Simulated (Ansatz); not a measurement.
TePt (P6_3/mmc), axial (c/a) deformation path

The calculation used DFT PBEsol, scalar-relativistic, plane waves, PAW (Ansatz). The runs took a 420 eV cutoff, a Γ-centred 18×18×10 mesh and Gaussian smearing (0.15 eV). Spin–orbit coupling is left out, which can shift energies with elements as heavy as these. No spin polarisation. Energies are free energies at this smearing, counted from the undisturbed cell; pressure is positive in compression.

The starting cell (as given, not relaxed at this level; it stands at 11.6 GPa, and it needn't be the usual structure):

```
CELL_PARAMETERS angstrom
4.11100 0.00000 0.00000
-2.05550 3.56023 0.00000
0.00000 0.00000 5.44600
ATOMIC_POSITIONS crystal
Te 0.33333 0.66667 0.25000
Te 0.66667 0.33333 0.75000
Pt 0.00000 0.00000 0.00000
Pt 0.00000 0.00000 0.50000
```

At fixed volume and fractional coordinates, lengths along (0.000, 0.000, 1.000) are scaled against those across it; ρ is that ratio over its starting value. The cell is metallic on the mesh throughout. At 12 GPa the given cell is far from its own equilibrium, so these figures belong to a strongly strained crystal.

```
    ρ  ΔE (meV/atom)
0.800          468.4
0.850          218.5
0.920           44.9
0.960            8.0
1.000            0.0
1.050           14.2
1.100           43.0
1.200          116.3
1.300          164.2
```

Predict the pressure (GPa) at each point.

| ρ | pressure (GPa) |
| --- | --- |
| 0.800 | 22.5 |
| 0.850 | 17.2 |
| 0.920 | 13.2 |
| 0.960 | 12.2 |
| 1.000 | 11.6 |
| 1.050 | 11.5 |
| 1.100 | 11.6 |
| 1.200 | 11.8 |
| 1.300 | 11.2 |